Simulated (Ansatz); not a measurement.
Input:

HfSi:
```xyz
6
Lattice="6.1325 0.0000 0.0000 -3.0662 5.3109 0.0000 0.0000 0.0000 4.0443" Properties=species:S:1:pos:R:3 pbc="T T T"
Hf     3.0662     0.0000     0.0000
Hf     1.5331     2.6554     0.0000
Hf    -1.5331     2.6554     0.0000
Si     0.0000     0.0000     0.0000
Si     0.0000     3.5406     2.0221
Si     3.0662     1.7703     2.0221
```

This is the PBE-relaxed structure.

All from DFT-PBE in the program Ansatz with PAW potentials, unless another level is named. Estimate the electronic character.

metallic (no gap).

And the formation energy from the elements (no fitted shifts)?

-0.067 eV/atom.

Give the density of states at the Fermi level.

0.89 states/eV per atom (mean over ±0.08 eV).

Space group P6/mmm. A made-up cell: these elements were put on the sites of a structure type; neither database checked (COD, Materials Project) lists it. COD files the formula under space group No. 62, so this cell is another polymorph or a model. Its standing as an ambient phase is unchecked. The cell was relaxed with PBE under the symmetry of its start; whether a distortion lowers the energy is not shown. The run is not spin-polarised. The references are the lowest solids computed at this level, not always the standard phases. Scalar-relativistic: spin–orbit coupling is off unless named, which matters more the heavier the elements.

Potentials: the later of the program's two PAW sets.
